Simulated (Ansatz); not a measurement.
Question: Name crystals whose computed values (DFT-LDA in the program Ansatz with PAW potentials) fall in these windows: highest Γ mode, no LO–TO term (cm⁻¹) 260 to 340; gap (eV) 0.49 to 0.63; electron conductivity mass (mₑ) 0.084 to 0.10.

Answer: 

| crystal | highest Γ mode, no LO–TO term (cm⁻¹) | gap (eV) | electron conductivity mass (mₑ) |
|---|---|---|---|
| ZnCdSeS, P3m1 (Zn on 1b, Cd on 1a, Se on 1b, S on 1a) | 288 | 0.56 | 0.091 |
Others may fit too.

Standing as an ambient phase not checked: ZnCdSeS, P3m1 (Zn on 1b, Cd on 1a, Se on 1b, S on 1a). The cell was relaxed under the symmetry of its start. Scalar-relativistic: spin–orbit coupling is off unless named, which matters more the heavier the elements.

Potentials: the later of the program's two PAW sets.
